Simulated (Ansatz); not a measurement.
Input:

ScAl3:
```xyz
4
Lattice="-1.9762 1.9762 4.3320 1.9762 -1.9762 4.3320 1.9762 1.9762 -4.3320" Properties=species:S:1:pos:R:3 pbc="T T T"
Sc     0.0000     0.0000     0.0000
Al     0.0000     1.9762     2.1660
Al     1.9762     0.0000     2.1660
Al     0.0000     0.0000     4.3320
```

This is the LDA-relaxed structure.

Q: All from DFT-LDA in the program Ansatz with PAW potentials, unless another level is named. Estimate the formation energy from the elements (no fitted shifts).

A: -0.40 eV/atom.

Q: Predict the density of states at the Fermi level.

A: 0.53 states/eV per atom (mean over ±0.08 eV).

Space group I4/mmm. The workflow started from a Materials Project entry (that database holds measured and hypothetical structures alike); the Crystallography Open Database copy checked does not list it. Whether it is the stable phase at ambient conditions was not checked. Symmetry was held in the LDA relaxation; whether a distortion lowers the energy is not shown. The run is not spin-polarised. The references are the lowest solids computed at this level, not always the standard phases.

Potentials: the later of the program's two PAW sets.
